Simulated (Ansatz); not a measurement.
Consider the following.

Re:
Space group P6₃/mmc (No. 194); a = b = 2.7756 Å, c = 8.9566 Å, α = β = 90.00°, γ = 120.00°

```csv
atom,site,symmetry,x,y,z
Re,2a,-3m.,0.0000,0.0000,0.0000
Re,2c,-6m2,0.3333,0.6667,0.2500
```

This is the PBE-relaxed structure.

Q: All from PBE in the plane-wave PAW code Ansatz, unless another level is named. Give the density of states at the Fermi level.

A: 0.72 states/eV per atom (mean over ±0.08 eV).

Q: Predict the gap with spin–orbit coupling.

A: none (metallic).

Space group P6_3/mmc (dhcp (α-La type)). The first step of the workflow began from a Materials Project structure, measured or hypothetical. Its sites differ from those of the usual phase in this space group: another stacking or structure type. The cell was relaxed with PBE under the symmetry of its start; its stability against distortions is not shown here. No spin polarisation was allowed. Axis ratios of metals converge slowly with the k-mesh, so a and c are less sure than the volume. Scalar-relativistic: spin–orbit coupling is off unless named, which matters more the heavier the elements.

Potentials: the later of the program's two PAW sets.
